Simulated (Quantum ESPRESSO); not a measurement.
# Hf2Nb4SnTa: one composition in several site orders

A calculation, not a measurement. The program is pw.x of Quantum ESPRESSO 7.5 (plane-wave density functional theory). The cell is made up: eight metal atoms on a hexagonal close-packed lattice, with elements, volume, strain and displacements drawn at random and not relaxed, so it may be unstable or far from any real phase. PseudoDojo standard norm-conserving files set the functional (PBE unless stated); there is no spin polarisation or spin-orbit coupling, the Fermi-Dirac width of 0.25 eV means electrons at about 2900 K, and the masses in the input are unused placeholders. The tin pseudopotential is less sure than most, with forces differing by about three percent from a second method on plain tin. Heavy elements are run without spin-orbit coupling, which real alloys of them have. A spin test at this wide smearing found no moment, but such smearing suppresses magnetism that the real alloy may have.

The runs put one composition on the sites in different orders. Cell, positions, cutoff, mesh and smearing stay as in the input of run 1; sites are counted in its order. Stress in the tables is positive in tension.

Input of run 1:

```
&control calculation='scf', pseudo_dir='./dojo.nc.sr.pbe.v0_5.standard.upf', outdir='./o', disk_io='medium', tprnfor=.true., tstress=.true. /
&system ibrav=0, nat=8, ntyp=4, nbnd=69, ecutwfc=82.02448710, nosym=.true., tot_charge=0,
 occupations='smearing', smearing='fd', degauss=0.0183746611
/
&electrons conv_thr=1.470e-08, electron_maxstep=70, mixing_beta=0.5 /
ATOMIC_SPECIES
Hf 1.0 Hf.upf
Nb 1.0 Nb.upf
Sn 1.0 Sn.upf
Ta 1.0 Ta.upf
CELL_PARAMETERS angstrom
0.0838 -0.009 4.7546
6.0459 -0.025 0.1071
-3.0445 5.2644 -0.0635
ATOMIC_POSITIONS angstrom
Hf 0.0612 0.0317 0.0288
Nb -1.5213 2.6406 -0.0931
Hf 2.9353 0.0762 0.2325
Sn 1.571 2.6316 0.0572
Nb -0.1142 1.9422 2.3578
Nb -1.2495 4.4683 2.0336
Nb 2.9463 1.7631 2.3341
Ta 1.5578 4.2863 2.4751
K_POINTS automatic
5 5 5 1 1 1
```

```
run  elements on sites 1 to 8  free energy less that of run 1 (eV)  -TS (eV)  pressure (GPa)  stress xx (GPa)  stress yy (GPa)  stress zz (GPa)  stress yz (GPa)  stress xz (GPa)  stress xy (GPa)  iterations
  1   Hf Nb Hf Sn Nb Nb Nb Ta                                0.000    -1.798           12.67            -9.43           -11.11           -17.47             0.60             0.27            -0.18          17
  2   Sn Hf Ta Hf Nb Nb Nb Nb                               -0.304    -1.770           13.87           -11.32           -11.79           -18.51             0.28             1.44            -1.27          17
  3   Ta Nb Nb Hf Hf Nb Sn Nb                               -0.151    -1.830           13.55           -10.07           -11.77           -18.82            -0.02             0.07            -0.03          16
  4   Nb Ta Sn Hf Nb Nb Hf Nb                                0.719    -1.821           15.20           -10.42           -10.58           -24.60             2.89             5.70            -3.56          18
  5   Nb Sn Hf Ta Hf Nb Nb Nb                                0.152    -1.824           13.43           -10.33           -10.08           -19.87             0.07             2.90             0.62          18
  6   Nb Nb Hf Nb Ta Nb Hf Sn                                0.184    -1.830           13.34           -10.25           -11.73           -18.04             0.07             1.85            -0.34          18
```

Forces Fx Fy Fz (eV/Å):

| site | run 1 | run 2 | run 3 | run 4 | run 5 | run 6 |
| --- | --- | --- | --- | --- | --- | --- |
| 1 | -1.31 0.13 -0.79 | -1.03 0.33 -1.04 | -1.04 0.06 -0.64 | -0.80 -0.15 -0.52 | -0.78 0.02 -0.60 | -0.31 0.39 -0.77 |
| 2 | -0.27 -0.12 -0.78 | -0.11 -0.12 -0.97 | -0.09 0.26 -0.88 | 0.02 0.24 -0.99 | -0.60 0.30 -0.32 | -0.14 -0.06 -0.88 |
| 3 | 3.09 -0.65 -3.89 | 3.15 0.05 -3.66 | 2.31 -0.74 -3.31 | 4.27 0.49 -7.19 | 2.84 -0.05 -4.61 | 2.76 -0.31 -4.78 |
| 4 | -0.94 0.73 -0.73 | -1.38 0.51 -0.23 | -1.37 1.00 -0.48 | -1.39 0.81 -0.33 | -0.69 0.75 -0.37 | -1.17 0.24 -0.22 |
| 5 | 0.01 -1.40 0.25 | 0.60 -1.12 -0.04 | 0.77 -1.96 0.05 | 0.24 -0.85 0.25 | 1.30 -2.20 -0.45 | 0.61 -1.38 0.25 |
| 6 | -1.84 -0.97 3.67 | -2.00 -0.86 3.98 | -2.41 -0.84 2.66 | -4.30 -2.81 6.16 | -2.98 -0.38 4.11 | -3.44 -1.51 3.79 |
| 7 | 0.87 0.72 1.97 | 0.62 0.34 1.68 | 1.27 0.65 2.20 | 1.35 0.83 2.34 | -0.02 0.97 2.07 | 0.97 1.02 2.47 |
| 8 | 0.39 1.55 0.30 | 0.16 0.87 0.29 | 0.55 1.58 0.41 | 0.60 1.44 0.27 | 0.94 0.58 0.17 | 0.71 1.62 0.13 |

The sites are displaced and not relaxed, so the energy differences mix bonding between neighbours with strain and are not ordering energies. A rerun of one cell of this series at a higher cutoff and on a denser mesh moved values by no more than 0.003 eV in energy, 0.05 GPa in stress and 0.007 eV/Å in force, and a second program with other atomic files agreed on that cell to 2 % rms in force and 0.5 GPa in pressure.